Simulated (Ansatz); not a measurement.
A relaxed structure of KTaO3. Level of theory: PBEsol (plane waves to 420 eV, PAW, scalar-relativistic; Ansatz, a quantum-chemistry and plane-wave program).

```
CELL_PARAMETERS angstrom
      3.98534     0.00000     0.00000
      0.00000     3.98534     0.00000
      0.00000     0.00000     3.98534
ATOMIC_POSITIONS crystal
  O  0.00000 0.00000 0.50000
  O  0.50000 0.00000 0.00000
  O  0.00000 0.50000 0.00000
  Ta 0.00000 0.00000 0.00000
  K  0.50000 0.50000 0.50000
```

Problem. Determine the symmetry and give the standard cell with its independent sites.

Solution. Space group Pm-3m (No. 221); a = b = c = 3.985 Å, α = β = γ = 90.00°

```tsv
atom	site	symmetry	x	y	z
O	3d	4/mm.m	0.0000	0.0000	0.5000
Ta	1a	m-3m	0.0000	0.0000	0.0000
K	1b	m-3m	0.5000	0.5000	0.5000
```

This is the cubic perovskite type.

Problem. Give the shortest distances between elements (the closest pairs, up to four, under 3.6 Å).

Solution. O–Ta 1.99 Å; K–O 2.82 Å; O–O 2.82 Å; K–Ta 3.45 Å.

The volume per atom is 12.66 Å³ and the density is 7.03 g/cm³. The band gap is 2.14 eV, indirect (valence top at R, conduction bottom at Γ) (no spin-orbit coupling) and the smallest direct gap is 2.75 eV at Γ.

No spin polarisation in the result.

The run could not lose the symmetry of its start.
